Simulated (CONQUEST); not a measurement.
A self-consistent single point of YGe (Cmcm, 8 atoms in the cell; from Materials Project mp-9971, changed as shown).

```
CELL_PARAMETERS angstrom
      4.19691     0.00000     0.00000
      0.00000    10.50991     0.00000
      0.00000     0.00000     3.87551
ATOMIC_POSITIONS crystal
  Y  0.50000 0.36139 0.75000
  Y  0.00000 0.13861 0.25000
  Y  0.00000 0.86139 0.75000
  Y  0.50000 0.63861 0.25000
  Ge 0.50000 0.08438 0.75000
  Ge 0.00000 0.41562 0.25000
  Ge 0.00000 0.58438 0.75000
  Ge 0.50000 0.91562 0.25000
```

All values come from this method and carry its errors: PBEsol, numerical atomic orbitals double-zeta with polarisation (the shipped basis), PseudoDojo norm-conserving potentials made for PBEsol run with CONQUEST.

CONQUEST settings:

basis: DZP
Diag.MPMeshX, Y, Z: 6 2 6
potentials: PseudoDojo norm-conserving PBEsol
Grid.GridCutoff: 140 Ha
DM.SolutionMethod: diagon
Diag.kT: 0.003675 Ha
Diag.GammaCentred: true
minE.SCTolerance: 1.0e-06
SC.MaxIters: 100
SC.LinearMixingFactor: 0.5
SC.KerkerPreCondition: true
SC.KerkerFactor: 0.1 1/bohr
AtomMove.TypeOfRun: static

Results:

| Property | Value |
|---|---|
| Number of valence electrons | 100 |
| Number of bands | 148 |
| Number of k-points after the program's reduction | 60 |
| Size of the basis | 148 |
| Number of SCF iterations | 6 |
| FFT grid | 48 × 108 × 40 |
| Free energy E − TS | -14153.3494 eV |
| Fermi level (on the code's own zero) | -6.16 eV |
| Pressure | 3.69 GPa |
| Largest force (vector length) | 0.163 eV/Å |

Forces (eV/Å):
| atom | Fx | Fy | Fz |
|---|---|---|---|
| Y1 | 0.000 | -0.089 | 0.000 |
| Y2 | 0.000 | 0.089 | 0.000 |
| Y3 | 0.000 | -0.089 | 0.000 |
| Y4 | 0.000 | 0.089 | 0.000 |
| Ge5 | 0.000 | 0.163 | 0.000 |
| Ge6 | 0.000 | -0.163 | 0.000 |
| Ge7 | 0.000 | 0.163 | 0.000 |
| Ge8 | 0.000 | -0.163 | 0.000 |

Stress (GPa, positive for compression):
```
3.07  0.00  0.00
0.00  3.73  0.00
0.00  0.00  4.26
```

For comparison: a first run was changed to give this one (lattice scaled by 0.98), and from it to this one the free energy goes up by 7.2 meV/atom, the pressure goes from -1.69 to 3.69 GPa and the largest force moves little (0.161 to 0.163 eV/Å).

The program uses no crystal symmetry, so grid and mesh can part values that symmetry would make equal. The atom-centred basis is finite, which shifts total energies, pressures and forces against plane waves. The structure comes from a collection of computed structures, made at another level of theory; the collection holds predicted forms beside known ones. No clean gap shows at this smearing width and mesh (spacing up to 0.30 Å⁻¹); the mesh is coarse for partly filled bands, so the values carry mesh errors.

Cost on one core: around 110 core-seconds (rough).
